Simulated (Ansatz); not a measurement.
Molecular dynamics on a 1×1×1 supercell (7 atoms) of Cs2PbI2Cl2 (I4/mmm), relaxed with r2SCAN. Forces come from PBE in the plane-wave code Ansatz: a Langevin thermostat at fixed volume, 200 K, steps of 1 fs. Spin polarisation is off, nuclei are classical, and the run is far too short for thermal averages.

```yaml
crystal:
  lattice:
    - [-2.8477935079, 2.8477935079, 9.6075225505]
    - [2.8477935079, -2.8477935079, 9.6075225505]
    - [2.8477935079, 2.8477935079, -9.6075225505]
  atoms:
    - { symbol: Cs, position: [0.3700726773, 0.3700726773, 0.0] }
    - { symbol: Cs, position: [0.6299273227, 0.6299273227, 0.0] }
    - { symbol: Pb, position: [0.0, 0.0, 0.0] }
    - { symbol: I, position: [0.1674978514, 0.1674978514, 0.0] }
    - { symbol: I, position: [0.8325021486, 0.8325021486, 0.0] }
    - { symbol: Cl, position: [0.5, 0.0, 0.5] }
    - { symbol: Cl, position: [0.0, 0.5, 0.5] }
kpoints:
  mp_grid: { grid: [4, 4, 4] }
hamiltonian:
  xc: pbe
scf:
  occupations: { method: fermi_dirac, width: 0.02 }
md:
  ensemble: nvt_langevin
  temperature: 200
  timestep: 1.0
  n_steps: 30
  initial_velocities: maxwell_boltzmann
  seed: 565
```

Run as `ansatz run input.yaml --threads 4 --pin off --max-ram 4608MiB --backend cpu --events-out ev --progress --plain --runs-dir out`.

Question: It ran on 4 threads of Arm Neoverse N1, with other jobs on the host, load about 0.9 per core. About how long did it take, and what peak of host memory did it reach?

Answer: About 6.3 min, with a peak of 1.1 GiB.

Question: How do temperature and energy develop?

Answer: The temperature starts at 171 K, is lowest at step 4 (150 K, 4 fs) and ends at 184 K. The first value is 6/7 of the setting, since velocities are drawn without the motion of the centre of mass and T is counted over all atoms. By the last step the atoms have moved 0.06 Å in the root mean square, the drift of the whole cell taken out, 0.10 Å at most.

| step | t (fs) | T (K) | free energy F from step 0 (meV/atom) | kinetic energy (meV/atom) | largest force (eV/Å) |
| --- | --- | --- | --- | --- | --- |
| 0 | 0 | 171 | 0.0 | 22.2 | 0.04 |
| 1 | 1 | 185 | 0.0 | 23.9 | 0.04 |
| 2 | 2 | 187 | 0.0 | 24.2 | 0.04 |
| 3 | 3 | 168 | 0.0 | 21.7 | 0.04 |
| 4 | 4 | 150 | 0.0 | 19.4 | 0.04 |
| 5 | 5 | 159 | 0.0 | 20.5 | 0.04 |
| 6 | 6 | 166 | 0.0 | 21.4 | 0.04 |
| 7 | 7 | 178 | 0.0 | 23.0 | 0.04 |
| 8 | 8 | 174 | 0.0 | 22.4 | 0.04 |
| 9 | 9 | 165 | 0.0 | 21.4 | 0.04 |
| 10 | 10 | 166 | 0.0 | 21.5 | 0.04 |
| 11 | 11 | 174 | 0.1 | 22.4 | 0.05 |
| 12 | 12 | 184 | 0.1 | 23.8 | 0.05 |
| 13 | 13 | 191 | 0.1 | 24.7 | 0.06 |
| 14 | 14 | 177 | 0.2 | 22.8 | 0.06 |
| 15 | 15 | 186 | 0.2 | 24.0 | 0.06 |
| 16 | 16 | 183 | 0.3 | 23.7 | 0.06 |
| 17 | 17 | 169 | 0.3 | 21.9 | 0.07 |
| 18 | 18 | 162 | 0.4 | 21.0 | 0.07 |
| 19 | 19 | 173 | 0.4 | 22.4 | 0.07 |
| 20 | 20 | 187 | 0.5 | 24.1 | 0.08 |
| 21 | 21 | 175 | 0.6 | 22.7 | 0.08 |
| 22 | 22 | 184 | 0.6 | 23.8 | 0.08 |
| 23 | 23 | 187 | 0.7 | 24.2 | 0.08 |
| 24 | 24 | 199 | 0.8 | 25.7 | 0.08 |
| 25 | 25 | 196 | 0.9 | 25.3 | 0.08 |
| 26 | 26 | 212 | 0.9 | 27.4 | 0.08 |
| 27 | 27 | 230 | 1.1 | 29.8 | 0.09 |
| 28 | 28 | 207 | 1.2 | 26.7 | 0.09 |
| 29 | 29 | 194 | 1.3 | 25.0 | 0.09 |
| 30 | 30 | 184 | 1.4 | 23.8 | 0.10 |

Positions (Å) and forces (eV/Å) at step 30:
```
Cs  -0.033  -0.017   7.090     0.030   0.006  -0.020
Cs  -0.051   0.024  12.143     0.034  -0.010  -0.014
Pb   0.014  -0.039  -0.016    -0.005   0.092   0.036
I    0.016   0.039   3.199    -0.017  -0.019   0.038
I    0.037   0.014  15.949    -0.021  -0.015   0.068
Cl  -0.042   2.844   0.013     0.013  -0.049  -0.032
Cl   2.873   0.003   0.108    -0.033  -0.005  -0.076
```
